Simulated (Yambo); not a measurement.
```
AlP
1.0
    0.00000     2.73489     2.73489
    2.73489     0.00000     2.73489
    2.73489     2.73489     0.00000
Al P
1 1
Direct
  0.00000   0.00000   0.00000
  0.25000   0.25000   0.25000
```

AlP (zinc blende, space group F-43m, No. 216): G0W0@PBEsol in Yambo (4×4×4 Γ-centred k mesh, 148 bands and a 14 Ry block in the screening, 148 bands in G with the Bruneval-Gonze terminator, plasmon pole fitted at 27.2 eV) on wavefunctions from Quantum ESPRESSO. With the symmetry operations that carry no fractional translation, the mesh has 8 irreducible k points, and the gap Γ → X is 2.452 eV.

Q: What changes when point-group symmetry is switched off and time reversal alone is kept?

A: The mesh then has 36 irreducible points. The exact result doesn't change; the run gives 2.452 eV, and the difference is numerical residue, whose source wasn't traced. Rough time against the symmetric run: about 4× for the empty bands, about 3× for Yambo (3 states against 4).

Geometry relaxed with PBEsol.
